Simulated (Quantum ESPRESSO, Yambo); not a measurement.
**Quasiparticle gap of KHgF$_{3}$**

```cif
data_F3HgK
_chemical_formula_sum 'F3 K1 Hg1'
_space_group_name_H-M_alt 'P 1'
_space_group_IT_number 1
_cell_length_a 4.53260
_cell_length_b 4.53260
_cell_length_c 4.52439
_cell_angle_alpha 90.000
_cell_angle_beta 90.000
_cell_angle_gamma 90.110
loop_
_space_group_symop_operation_xyz
  'x, y, z'
loop_
_atom_site_label
_atom_site_type_symbol
_atom_site_fract_x
_atom_site_fract_y
_atom_site_fract_z
_atom_site_occupancy
F1 F 0.00000 0.50000 0.00000 1
F2 F 0.50000 0.00000 0.00000 1
F3 F 0.50000 0.50000 0.50000 1
K1 K 0.00000 0.00000 0.50000 1
Hg1 Hg 0.50000 0.50000 0.00000 1
```

The geometry is that of Materials Project entry mp-7483, symmetrised and not relaxed again.

Starting point: PBEsol (pw.x of Quantum ESPRESSO, ONCV potentials, with spin-orbit coupling). G0W0 in Yambo: 2×2×2 Γ-centred k mesh, bands 9 to 284 and a 7 Ry block in the screening, 284 bands in G with the Bruneval-Gonze terminator, plasmon pole fitted at 27.2 eV.

| Quantity | Result |
|---|---|
| PBEsol gap along the band path | 0.30 eV |
| PBEsol gap between the mesh's edge points ((-0.5, -0.5, -0.5) → Γ) | 0.30 eV |
| G0W0 gap between the same points | 2.21 eV |
| PBEsol smallest direct gap on the mesh (at Γ) | 2.96 eV |
| G0W0 direct gap at that point | 5.48 eV |

```json
[
 {"k point": "Γ", "band": "VB−2", "E PBEsol (eV)": "-2.66", "E QP (eV)": "-4.21", "shift (eV)": "-1.54", "Z": "0.77"},
 {"k point": "Γ", "band": "VB−1", "E PBEsol (eV)": "-2.66", "E QP (eV)": "-4.24", "shift (eV)": "-1.58", "Z": "0.77"},
 {"k point": "Γ", "band": "VB", "E PBEsol (eV)": "-2.66", "E QP (eV)": "-4.24", "shift (eV)": "-1.58", "Z": "0.77"},
 {"k point": "Γ", "band": "CB", "E PBEsol (eV)": "0.30", "E QP (eV)": "1.25", "shift (eV)": "0.94", "Z": "0.85"},
 {"k point": "Γ", "band": "CB+1", "E PBEsol (eV)": "0.30", "E QP (eV)": "1.25", "shift (eV)": "0.94", "Z": "0.85"},
 {"k point": "(0, 0, -0.5)", "band": "VB", "E PBEsol (eV)": "-1.92", "E QP (eV)": "-3.13", "shift (eV)": "-1.21", "Z": "0.80"},
 {"k point": "(0, 0, -0.5)", "band": "CB", "E PBEsol (eV)": "2.97", "E QP (eV)": "4.16", "shift (eV)": "1.19", "Z": "0.82"},
 {"k point": "(0, -0.5, 0)", "band": "VB", "E PBEsol (eV)": "-1.92", "E QP (eV)": "-3.14", "shift (eV)": "-1.22", "Z": "0.81"},
 {"k point": "(0, -0.5, 0)", "band": "CB", "E PBEsol (eV)": "2.95", "E QP (eV)": "4.14", "shift (eV)": "1.19", "Z": "0.82"},
 {"k point": "(0, -0.5, -0.5)", "band": "VB", "E PBEsol (eV)": "-0.01", "E QP (eV)": "-0.95", "shift (eV)": "-0.94", "Z": "0.80"},
 {"k point": "(0, -0.5, -0.5)", "band": "CB", "E PBEsol (eV)": "4.25", "E QP (eV)": "5.70", "shift (eV)": "1.45", "Z": "0.81"},
 {"k point": "(-0.5, -0.5, 0)", "band": "VB", "E PBEsol (eV)": "-0.02", "E QP (eV)": "-0.97", "shift (eV)": "-0.96", "Z": "0.80"},
 {"k point": "(-0.5, -0.5, 0)", "band": "CB", "E PBEsol (eV)": "4.24", "E QP (eV)": "5.69", "shift (eV)": "1.45", "Z": "0.81"},
 {"k point": "(-0.5, -0.5, -0.5)", "band": "VB", "E PBEsol (eV)": "0.00", "E QP (eV)": "-0.96", "shift (eV)": "-0.96", "Z": "0.80"},
 {"k point": "(-0.5, -0.5, -0.5)", "band": "CB", "E PBEsol (eV)": "5.52", "E QP (eV)": "7.21", "shift (eV)": "1.70", "Z": "0.81"}
]
```

Energies count from the PBEsol valence-band maximum.

Nearest settings tried, and what they do to the gap: 190 bands in G: +17 meV; 190 bands in W, 190 bands in G: +107 meV; 6 Ry block (175 vectors against 191): +6 meV. Not varied: mesh. So the settings aren't converged at that level. The k mesh is coarse.
